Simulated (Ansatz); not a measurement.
A relaxed cell of Ga4TeO is given with its symmetry left out. The cell was found from a structure generator's guess, not taken from experiment.

Computed with Ansatz, DFT PBE, scalar-relativistic, plane waves, PAW. Cutoff 420 eV, Γ-centred mesh, Gaussian smearing, no spin polarisation.

```
Ga Te O
1.0
     5.11357    0.00000    0.00000
    -2.55678    4.42848    0.00000
     0.00000    0.00000    5.10615
Ga Te O
4 1 1
Direct
  0.33333 0.66667 0.25485
  0.33333 0.66667 0.74515
  0.66667 0.33333 0.74515
  0.66667 0.33333 0.25485
  0.00000 0.00000 0.00000
  0.00000 0.00000 0.50000
```

The zero of energy is the elements' standard structures at the same level (O₂ as a molecule); no fitted shifts are applied.

Q: What space group does it have?

A: P6/mmm (No. 191). Conventional cell: a = 5.114 Å, c = 5.106 Å. Around Ga lie 2 Ga at 2.50–2.60 Å, 3 Ga at 2.95 Å, 3 O at 3.21 Å and 3 Te at 3.23 Å; Te is surrounded by 2 O at 2.55 Å and 12 Ga at 3.23 Å; around O lie 2 Te at 2.55 Å and 12 Ga at 3.21 Å.

Q: How far does it lie from the elements in energy?

A: +0.14 eV/atom. The separate elements lie lower, so it is unstable against them.

Q: Is it a metal?

A: Yes, bands cross the Fermi level on the 12×12×8 mesh.

The last run used a 12×12×8 mesh (in the run's order of axes) for its 6-atom cell and Gaussian smearing of 0.10 eV. Spin–orbit coupling, which can matter for Te, is left out. The reference form of Te is held partly by dispersion forces, which this level lacks. Symmetry constrained the relaxation, so the result can be a saddle point. Another cell of Ga4TeO relaxed alike, in Cmmm, lies 0.40 eV/atom lower, so this cell isn't the stable form at this level.
